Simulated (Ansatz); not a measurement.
All numbers below come from Ansatz 0.2.0, DFT PBE, scalar-relativistic, plane waves, PAW. Settings: cutoff 420 eV, Γ-centred meshes spaced at most about 0.3 Å⁻¹, and about 0.25 Å⁻¹ or finer for metals (2π included), Gaussian smearing. No spin polarisation in the final relaxations.

All energies are static (0 K, no zero-point motion).

Two relaxed structures of Sc2GaP3:

A.

Space group P6/mmm (No. 191). a = 4.776 Å, b = 4.776 Å, c = 8.632 Å, α = 90.00°, β = 90.00°, γ = 120.00°
| atom | site | symmetry | x | y | z |
| --- | --- | --- | --- | --- | --- |
| Sc | 2e | 6mm | 0.0000 | 0.0000 | 0.6708 |
| Ga | 1a | 6/mmm | 0.0000 | 0.0000 | 0.0000 |
| P | 3g | mmm | 0.5000 | 0.0000 | 0.5000 |

B.

Space group P4/mmm (No. 123). a = 4.543 Å, b = 4.543 Å, c = 6.156 Å, α = 90.00°, β = 90.00°, γ = 90.00°
```
atom  site  symmetry       x       y       z
  Sc    2h       4mm  0.5000  0.5000  0.2602
  Ga    1a     4/mmm  0.0000  0.0000  0.0000
   P    2e      mmm.  0.5000  0.0000  0.5000
   P    1b     4/mmm  0.0000  0.0000  0.5000
```

Task: Which is lower in energy, and by how much?

Result: B is lower, by 280 meV/atom. A has space group P6/mmm (No. 191), 28.4 Å³/atom and no gap on its mesh; B has space group P4/mmm (No. 123), 21.2 Å³/atom and no gap. Counting P atoms around Ga and Sc (those within 1.25 times the shortest such distance or 1.15 times the sum of covalent radii; a plus sign parts nearer from farther groups; the shortest distance is added where it is long for a bond), A has Sc 6, Ga 12+12 from 4.9 Å and B has Sc 4, Ga 2+8 from 3.1 Å. A and B both hold P–P nets. The denser one is the lower, and pressure would at first widen the difference. In A, Sc has 6 P at 2.81 Å, 1 Ga at 2.84 Å and 1 Sc at 2.95 Å; around Ga lie 2 Sc at 2.84 Å; around P lie 4 P at 2.39 Å and 4 Sc at 2.81 Å. In B, Sc is surrounded by 4 P at 2.71 Å, 1 Sc at 2.95 Å and 1 Sc at 3.20 Å; Ga has 2 P at 3.08 Å, 8 Sc at 3.59 Å and 8 P at 3.83 Å; P on a site of symmetry mmm is surrounded by 2 P at 2.27 Å and 4 Sc at 2.71 Å; 1 more site not described. Both come from invented guesses. A third cell relaxed alike, in P-4m2, lies 0.61 eV/atom below the lower of the two.

A magnetic state wasn't ruled out in cells without spin, among them P6/mmm. Cells relaxed within their symmetry can be saddle points.
